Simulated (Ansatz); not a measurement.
## Ansatz 0.2.0, single run: SbBr₂N₂

The command:

```bash
ansatz run input.yaml --threads 1 --pin off --max-ram 2560MiB --backend cpu --events-out ev --progress --plain --runs-dir out
```

Input:

```yaml
crystal:
  lattice:
    - [4.183451, 4.183451, 0.0]
    - [4.183451, -4.183451, 0.0]
    - [0.0, 0.0, -4.183451]
  atoms:
    - { symbol: Sb, position: [0.0, 0.0, 0.0] }
    - { symbol: "N", position: [0.25, 0.75, 0.0] }
    - { symbol: "N", position: [0.75, 0.25, 0.0] }
    - { symbol: Br, position: [0.25, 0.25, 0.5] }
    - { symbol: Br, position: [0.75, 0.75, 0.5] }
  symmetry: { tolerance: 0.0003 }
kpoints:
  mp_grid: { grid: [3, 3, 4], shift: [0, 0, 0] }
magnetization:
  spin_polarized: false
scf:
  occupations: { method: fermi_dirac }
hamiltonian:
  pseudopotentials: { kind: paw }
  xc: pbe
basis:
  ecutwfc: "400 eV"
output:
  forces: true
  stress: true
  eigenvalues: true
```

Origin of the cell: a known structure type with other elements, at an estimated volume, so it need not be a known compound.

The smearing width isn't typed, so it takes its default of 0.1 eV.

Output (shortened):

```
SCF iter   1: F=—  HF=-12810.415876 eV  Δρ=7.14e-3  dr2=1.15e-1
SCF iter   2: F=—  HF=-12810.407400 eV  Δρ=4.11e-3  dr2=4.44e-2
SCF iter   3: F=—  HF=-12810.404499 eV  Δρ=2.45e-3  dr2=1.34e-2
SCF iter   4: F=—  HF=-12810.403050 eV  Δρ=8.55e-4  dr2=4.63e-4
SCF iter   5: F=—  HF=-12810.403203 eV  Δρ=7.60e-4  dr2=3.00e-4
SCF iter   6: F=—  HF=-12810.403181 eV  Δρ=1.03e-4  dr2=1.61e-5
SCF iter   7: F=—  HF=-12810.403144 eV  Δρ=4.85e-5  dr2=2.77e-6
SCF iter   8: F=—  HF=-12810.403145 eV  Δρ=1.44e-5  dr2=4.07e-7
SCF iter   9: F=-12810.403145 eV  HF=-12810.403145 eV  Δρ=3.88e-6  dr2=2.02e-8
SCF 1 converged in 9 iterations: F = -12810.403145 eV  dr2 = 2.02e-8
SCF converged after 9 iterations
Free energy (F): -12810.403145 eV
Harris-Foulkes:  -12810.403145 eV  (|F-HF|=1.24e-8)
Internal energy: -12810.010261 eV  (E = F + TS)
E sigma→0 (E₀):  -12810.206703 eV
Entropy (-TS):   -0.392885 eV (-78.577 meV/atom)
Fermi energy:    1.546235 eV
--- Per-component energies (eV) ---
  E_band       = -381.553040
  E_kinetic    = 705.121099
  E_local      = -3368.418280  (includes V_loc(G=0)·N_el)
  E_nonlocal   = 598.336905
  E_hartree    = 1338.607998
  E_xc         = -774.570549
  E_vxc        = -438.569001  (∫ρ·V_xc dr)
  E_paw        = -9321.905911  (= ΣΔE_a)
  E_vpaw       = -555.240159  (= ΣTr[D̂ρ^β])
  E_aug_tail   = 0.000143  (compensation charges beyond the density's cutoff)
  E_ewald      = -1987.181665
  E_smearing   = -0.392885  (= −TS)
  Σ components = -12810.403145   (vs F -12810.403145, Δ=0.00e0)
--- Forces (eV/Å), atoms counted from 1 ---
  atom   1  Sb     0.000000     0.000000     0.000000
  atom   2  N      0.000000    -1.695655     0.000000
  atom   3  N      0.000000     1.695655     0.000000
  atom   4  Br    -0.565817     0.000000     0.000000
  atom   5  Br     0.565817     0.000000     0.000000
  max |Σ_I F_I| component: 1.11e-16 eV/Å
--- Stress (GPa, compression-positive) ---
       -3.760987       0.000000       0.000000
        0.000000      -8.685163       0.000000
        0.000000       0.000000      -3.121419
  P = ⅓ Tr σ = -5.1892 GPa (-51.892 kbar)
```

Caveats: no moments, though an odd count or open d shells may carry them; no spin-orbit coupling, though heavy elements are present; the cutoff lies below the datasets' advice; the k mesh is coarse if the cell is a metal.

The run took 3.2 s of wall time on 1 CPU thread(s) of a shared host, from the program's own first density.
